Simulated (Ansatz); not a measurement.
**Pt: energy along a strain**

Pt, Im-3m, a = 3.168 Å (as given, not relaxed at this level: -6.5 GPa). This isn't the element's structure at ambient conditions. Ansatz: r2SCAN, PAW, 500 eV, Γ-centred 22×22×22 mesh on 1 atom, Gaussian smearing 0.15 eV; no spin polarisation. Cell vectors (Å): -1.584 1.584 1.584; 1.584 -1.584 1.584; 1.584 1.584 -1.584. The cell is strained by x per cent times the pattern (0 0 0 1 0 0) in the order xx yy zz yz xz xy (engineering shears), with fractional coordinates held. y is the free energy over the start, V0 = 15.904 Å³/atom. Symmetry makes y even in x. Points with a strain past 8.5 % were computed too (2) and aren't used here.

```
x (%) y (meV/atom)
-5.00         17.07
 0.00          0.00
 1.25          1.07
 2.50          4.28
 3.75          9.62
 6.25         26.60
 7.50             ?
```

Question: Fit y = c2 x² + c4 x⁴ to the other rows, get the stiffness along the pattern, and predict the missing energy.

Answer: Least squares on the rows shown. y = 0.68587 x² − 0.00012539 x⁴. The clamped-ion stiffness p·C·p = 2 × 6.859 eV × 160.2 / 15.904 Å³ = 138 GPa, which is C44 in these axes (second derivative at the start, which stands under stress). At x = 7.50 the fit asked for gives 38.18 meV/atom. The run gave 38.17 meV/atom, so the fit is 0.01 meV/atom too high, a small miss on the scale of the series.

Spin–orbit coupling is left out, which can shift energies with elements as heavy as these.